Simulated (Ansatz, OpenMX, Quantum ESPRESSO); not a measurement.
**Ir: programs and potentials compared**

```xyz
5
Lattice="2.7149 0.0000 0.0000 -1.3574 2.3511 0.0000 0.0000 0.0000 23.8667" Properties=species:S:1:pos:R:3 pbc="T T T"
Ir    1.3574    0.7837    7.5000
Ir    0.0000    1.5674    9.7167
Ir    0.0000    0.0000   11.9334
Ir    1.3574    0.7837   14.1500
Ir    0.0000    1.5674   16.3667
```

Alike in all runs: functional PBE; k mesh 11 × 11 × 1; occupations fermi-dirac, width 0.05 eV; no spin polarisation; no spin-orbit coupling.

| program and potentials | plane-wave cutoff (eV) | notes | largest force (eV/Å) |
| --- | --- | --- | --- |
| Ansatz, Ansatz PAW | 420 | 17 valence electrons an atom on average | 0.294 |
| OpenMX, OpenMX 2013 PBE set, Ir7.0-s3p2d2f1, grid cutoff 400 Ry | - | atomic basis; 15 valence electrons an atom on average | 0.271 |
| Quantum ESPRESSO, PseudoDojo 0.4.1 SR PBE standard | 925 | 17 valence electrons an atom on average | 0.293 |

Force on atom 2 (Ir), eV/Å:

```tsv
program and potentials	x	y	z
Ansatz, Ansatz PAW	0.000	0.000	-0.294
OpenMX, OpenMX 2013 PBE set, Ir7.0-s3p2d2f1, grid cutoff 400 Ry	0.000	0.000	-0.271
Quantum ESPRESSO, PseudoDojo 0.4.1 SR PBE standard	0.000	0.000	-0.293
```

Rows in atomic bases carry the error of their basis and grid, which can be large.

The functional is the same throughout but for its coding, so the spread measures potentials, basis and numerics; runs on potential files found faulty are left out.
